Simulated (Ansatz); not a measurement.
```xyz
2
Lattice="0.0000 1.8080 1.8080 1.8080 0.0000 1.8080 1.8080 1.8080 0.0000" Properties=species:S:1:pos:R:3 pbc="T T T"
B     0.0000    0.0000    0.0000
N     0.9040    0.9040    0.9040
```

* orbitals: PBE
* datasets: hard PAW set made for 700 eV
* k mesh: 6×6×6
* empty bands: 115
* response cutoff: 180 eV
* wave cutoff: 700 eV
* frequencies: plasmon pole, fitted at the program's default frequency
* q → 0 term: analytic weight of Carrier, Rohra and Görling
* points solved: Γ
* band sums: cut at the band count

Program: Ansatz. The Kohn-Sham gap (direct at Γ) is 8.82 eV and the electronic dielectric constant on this mesh 4.5.

(1) By how much does G0W0 change the gap?

## Answers

(1) By +2.17 eV, to 11.00 eV. The valence edge moves by -0.96 eV (Z = 0.83) and the conduction edge by +1.21 eV (Z = 0.84).

Band sums or response are cut, so the gap isn't at its basis limit. The gap is read among the points solved; the crystal's band edges can lie elsewhere.
